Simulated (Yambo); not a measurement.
Here is the system:

```
CELL_PARAMETERS angstrom
      1.94220     1.12133     6.50181
     -1.94220     1.12133     6.50181
      0.00000    -2.24267     6.50181
ATOMIC_POSITIONS crystal
  N  0.50000 0.50000 0.50000
  F  0.00000 0.00000 0.00000
  Ba 0.75687 0.75687 0.75687
  Ba 0.24313 0.24313 0.24313
```

Workflow: PBEsol (Quantum ESPRESSO, PseudoDojo norm-conserving, 84 Ry, scalar-relativistic), then G0W0 in Yambo (4×4×4 Γ-centred k mesh, 134 bands and a 7 Ry block in the screening, 134 bands in G with the Bruneval-Gonze terminator, plasmon pole fitted at 27.2 eV).

Give the PBEsol and G0W0 gaps between the band edges found on this mesh, and say where the edges lie.

Edges: F → F. PBEsol: 0.78 eV; G0W0: 1.56 eV. Convergence of the G0W0 settings was not tested. 

Geometry strained from the cell relaxed with PBEsol, atoms relaxed again.

The structure is a Materials Project entry; no match was found in the copy of COD used, and its stability was not checked.
